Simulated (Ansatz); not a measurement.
Nb2N (anti-CdI2 type, P-3m1) at seven volumes, LDA (plane waves, PAW; program Ansatz), shape and atoms relaxed at each. One row is withheld.

| V (Å³/atom) | P (GPa) |
|---|---|
| 12.033 | 30.21 |
| 12.430 | 18.38 |
| 12.826 | 8.36 |
| 13.223 | 0.00 |
| 13.620 | ? |
| 14.016 | -13.06 |
| 14.413 | -18.04 |

**Question.** Fit the shown pressures and predict the withheld one.

**Answer.** P = (3/2)B₀(x^(7/2) − x^(5/2))[1 + (3/4)(B′ − 4)(x − 1)] with x = (V₀/V)^(2/3). Least squares on the six rows gives V₀ = 13.222 Å³/atom, B₀ = 257 GPa, B′ = 4.72. At V = 13.620, x = 0.9804 and P = -7.11 GPa. The run itself gave -7.08 GPa.

The workflow started from a Materials Project entry (that database holds measured and hypothetical structures alike); the Crystallography Open Database copy checked does not list it. Its standing as an ambient phase is unchecked. The LDA relaxation kept the symmetry of its start; of distortions, only those at the zone centre were tested. The run is not spin-polarised.

Potentials: the later of the program's two PAW sets.
